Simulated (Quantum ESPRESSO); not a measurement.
## Strain and stress in AlMo6Ta

These are calculations, not measurements. They come from Quantum ESPRESSO 7.5, a public plane-wave density functional program. Each row is one single-point run on a made-up periodic cell of eight metal atoms, with elements, volume, strain and displacements drawn at random and not relaxed, so a cell may be unstable or far from any real phase. There is no spin polarisation or spin-orbit coupling.

Settings: PBE unless stated; PseudoDojo standard norm-conserving files; Fermi-Dirac width 0.25 eV, which means electrons at about 2900 K; cutoff 1088 eV; 6 x 6 x 5 k mesh shifted half a step off Gamma. E is the free energy of the whole cell (internal energy minus TS), so a -TS column is already part of it. Stress is positive in tension, and the pressure P is minus a third of its trace.

Checks: one run of this series was repeated at a higher cutoff and on a denser mesh, which moved values by no more than 0.003 eV, 0.04 GPa and 0.004 eV/Å, and a second program with other atomic files agreed on it to 2 % rms in force and 0.5 GPa in pressure. Known limits: heavy elements are run without spin-orbit coupling, which real alloys of them have; a spin test at this wide smearing found no moment, but such smearing suppresses magnetism that the real alloy may have.

The lattice is hexagonal close-packed, and the cell vectors in Å are (2.867, -0.005, 4.420); (2.828, -0.059, -4.395); (-2.903, 5.046, 0.017), a volume of 125.83 Å³ in run 3. The elements on sites 1 to 8 are Mo Al Mo Mo Mo Ta Mo Mo. Each run adds the same stretch e on all three axes to one drawn cell, with the atoms carried along. E is counted from run 3.

| run | e (%) | s_xx (GPa) | s_yy (GPa) | s_zz (GPa) | s_xy (GPa) | P (GPa) | E (meV) |
|---|---|---|---|---|---|---|---|
| 1 | -2.46 | -25.01 | -25.14 | -36.71 | 1.19 | 28.95 | 997.2 |
| 2 | -1.92 | -20.10 | -20.21 | -31.23 | 1.15 | 23.85 | 674.8 |
| 3 | -0.12 | -5.95 | -5.99 | -15.29 | 1.02 | 9.08 | 0.0 |
| 4 | 0.49 | ? | ? | ? | ? | ? | ? |
| 5 | 1.32 | 3.21 | 3.21 | -4.82 | 0.91 | -0.53 | -142.3 |
| 6 | 1.60 | 4.79 | 4.80 | -3.00 | 0.89 | -2.20 | -133.3 |
| 7 | 2.28 | 8.39 | 8.42 | 1.18 | 0.84 | -6.00 | -64.8 |

## Worked fit

A parabola through the runs shown gives P = 8.22 - 7.274 e + 0.462 e² GPa with e in per cent, an error of 0.012 on the linear term and a scatter of 0.05 GPa. The atoms are clamped and the cell is already under stress, so the slope belongs to this path and is not an elastic constant of a real alloy.

## Withheld run

Question: what P should run 4 give?

The fit gives 4.77 ± 0.06 GPa. The calculation gave 4.78 GPa.
